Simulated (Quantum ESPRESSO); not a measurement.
# Kohn-Sham bands of HgO (P3₂21)

```yaml
crystal:
  lattice:
    - [3.74731, 0.00000, 0.00000]
    - [-1.87366, 3.24527, 0.00000]
    - [0.00000, 0.00000, 8.89903]
  atoms:
    - { symbol: Hg, position: [0.76533, 0.76533, 0.00000] }
    - { symbol: Hg, position: [0.23467, 0.00000, 0.66667] }
    - { symbol: Hg, position: [0.00000, 0.23467, 0.33333] }
    - { symbol: O, position: [0.44492, 0.44492, 0.50000] }
    - { symbol: O, position: [0.55508, 0.00000, 0.16667] }
    - { symbol: O, position: [0.00000, 0.55508, 0.83333] }
```

Structure: Materials Project mp-1077107, symmetrised, not relaxed again. Not found in the COD (Crystallography Open Database) copy used, which has the formula in other groups; not checked further. Method: PBEsol plane waves in Quantum ESPRESSO 7.5 (PseudoDojo norm-conserving files, 68 Ry, no spin polarisation, no spin-orbit coupling), Bloch states on a 6×6×4 mesh through Γ, Wannier90 4.0.1. Density: 12×12×4 mesh, Gaussian smearing 0.01 Ry. The cell is built of weakly bound layers, chains or molecules. Database cells relaxed without dispersion often hold them too far apart, which can enlarge gaps and weakens couplings between them; spacing and stacking were not compared with the measured crystal. Spin-orbit coupling is left out although heavy elements are present.

Task: List the Kohn-Sham levels between −8 and 4.2 eV relative to the valence-band maximum at the high-symmetry points, as a band run of pw.x on that density gives them (levels within 2 meV counted together).

Result: 
```json
[
 {"point": "Γ", "k (reciprocal lattice)": "0.000 0.000 0.000", "levels (eV)": "-6.69 (×2), -6.11, -6.01 (×2), -5.59, -5.34, -5.17 (×2), -5.02 (×2), -4.91 (×2), -4.84, -4.70, -3.28 (×2), -2.11, -2.06, -1.49 (×2), -0.31, -0.10 (×2), 1.22, 3.32 (×2)"},
 {"point": "M", "k (reciprocal lattice)": "0.500 0.000 0.000", "levels (eV)": "-6.71, -6.64, -6.08, -6.03, -5.86, -5.75, -5.35, -4.98, -4.93, -4.75, -4.74, -4.68 (×2), -4.66, -4.45, -3.18, -3.03, -2.65, -2.53, -1.82, -1.38, -0.70, -0.39, -0.36, 3.28, 3.75, 3.86"},
 {"point": "K", "k (reciprocal lattice)": "0.333 0.333 0.000", "levels (eV)": "-6.67 (×2), -5.96, -5.87 (×2), -5.64, -5.11 (×2), -4.89, -4.87 (×2), -4.81, -4.79 (×2), -4.53, -2.70, -2.66, -2.58 (×2), -1.91 (×2), -0.81, -0.56 (×2), 3.94"},
 {"point": "A", "k (reciprocal lattice)": "0.000 0.000 0.500", "levels (eV)": "-7.23, -6.25 (×2), -5.69, -5.54 (×2), -5.44, -5.29 (×2), -5.09, -5.00, -4.93 (×2), -4.75 (×2), -3.43 (×2), -2.88, -1.34, -1.33 (×2), -0.38, -0.10 (×2), 1.88 (×2), 4.04"},
 {"point": "L", "k (reciprocal lattice)": "0.500 0.000 0.500", "levels (eV)": "-7.06, -6.34, -6.24, -5.67, -5.53, -5.40 (×2), -5.20, -5.10, -5.05, -4.88, -4.72, -4.69, -4.68, -4.67, -3.27, -2.69, -2.65, -2.24, -1.71, -1.36, -0.98, -0.53, -0.28, 2.94, 3.98, 3.99"},
 {"point": "H", "k (reciprocal lattice)": "0.333 0.333 0.500", "levels (eV)": "-7.02, -6.18 (×2), -5.63, -5.54 (×2), -5.36, -5.23 (×2), -4.91, -4.85, -4.79 (×2), -4.69 (×2), -2.66 (×3), -1.98 (×2), -1.69, -1.13 (×2), -0.23, 4.09 (×2)"}
]
```
